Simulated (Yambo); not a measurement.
G0W0@PBEsol for TaAgO$_{3}$ (space group R-3c, No. 167) in Yambo. Reference settings: 2×2×2 Γ-centred k mesh, bands 11 to 207 and a 7 Ry block in the screening, 207 bands in G with the Bruneval-Gonze terminator, plasmon pole fitted at 27.2 eV. The PBEsol gap L → F on this mesh is 1.94 eV; G0W0 gaps are taken between the same points.

The settings were changed. The gap went from 3.63 eV to 3.77 eV, and the shift of the valence edge from -0.65 eV to -0.55 eV.

Problem. Name the change that produced these shifts.
A) 111 bands in W
B) 1 Ry block
C) 96 bands in G, no terminator
D) 96 bands in G

Solution. A, 111 bands in W. The others gave (gap, valence shift): 96 bands in G: 3.69, -0.63 eV; 1 Ry block: 4.99, -1.35 eV; 96 bands in G, no terminator: 3.77, 0.02 eV. In the run with 207 bands and a 7 Ry block, which covers more k points, the smallest G0W0 gap is 3.47 eV, Γ → F.

Spin-orbit coupling is not included.

Geometry of the Materials Project entry, not relaxed at this level; primitive cell a = 5.6510 Å, b = 5.6510 Å, c = 5.6510 Å, α = 59.12°, β = 59.12°, γ = 59.12°.

The structure is a Materials Project entry; no match was found in the copy of COD used, and its stability was not checked.

A shift is the quasiparticle energy of the state minus its PBEsol energy.
